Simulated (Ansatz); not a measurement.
GaAs:
```cif
data_As2Ga2
_chemical_formula_sum 'Ga2 As2'
_space_group_name_H-M_alt 'P 1'
_space_group_IT_number 1
_cell_length_a 3.94801
_cell_length_b 3.94801
_cell_length_c 6.51038
_cell_angle_alpha 90.000
_cell_angle_beta 90.000
_cell_angle_gamma 120.000
loop_
_space_group_symop_operation_xyz
  'x, y, z'
loop_
_atom_site_label
_atom_site_type_symbol
_atom_site_fract_x
_atom_site_fract_y
_atom_site_fract_z
_atom_site_occupancy
Ga1 Ga 0.33333 0.66667 0.00006 1
Ga2 Ga 0.66667 0.33333 0.50006 1
As1 As 0.33333 0.66667 0.37394 1
As2 As 0.66667 0.33333 0.87394 1
```

This is the LDA-relaxed structure.

Q: All from plane-wave PAW LDA (Ansatz code), unless another level is named. Give the Poisson's ratio.

A: 0.25.

Q: And the zero-point energy?

A: 33.6 meV/atom.

Q: What about the vibrational entropy at 300 K?

A: 32.8 J/(K·mol of atoms).

Q: Give the highest zone-centre frequency (without LO–TO term).

A: 8.08 THz.

Space group P6_3mc (wurtzite). The first step of the workflow began from a Materials Project structure, measured or hypothetical; the Crystallography Open Database copy checked does not list it. It is not the phase usual at ambient conditions (space group No. 216). The LDA relaxation kept the symmetry of its start; phonons on a q-mesh show no instability.

Potentials: the later of the program's two PAW sets.
